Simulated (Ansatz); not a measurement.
## TiRh (P4/mmm): the size of the finite step

```xyz
2
Lattice="2.9270 0.0000 0.0000 0.0000 2.9270 0.0000 0.0000 0.0000 3.3722" Properties=species:S:1:pos:R:3 pbc="T T T"
Ti    1.4635    1.4635    1.6861
Rh    0.0000    0.0000    0.0000
```

Computed, not measured; unless marked otherwise by PBEsol, PAW on Ansatz 0.2.0's default frozen-core files (fitted under PBE), scalar-relativistic. k mesh 16×16×14, strains of ±0.005, Fermi-Dirac smearing of 0.100 eV, cutoff 420 eV. The cell was relaxed by PAW under this functional.

**Question.** Elastic constants come from stresses at strains of ±0.005 (two-point stencil): C11 = 297.6, C12 = 140.6, C13 = 182.3, C33 = 274.9, C44 = 60.2, C66 = 49.7 GPa. What does an amplitude of 0.04 give?

**Answer.** C11 = 298.1, C12 = 142.5, C13 = 184.7, C33 = 276.4, C44 = 61.3, C66 = 50.6 GPa. A large step picks up anharmonic terms.

Limits of these numbers: frozen-core PAW files fitted under PBE, their cores solved anew for the functional of the run; responses of metals move with mesh and smearing; the softest shear constant rests on one k mesh, and a soft shear can herald a distortion on cooling; elastic stability says nothing of phonons or of other phases.
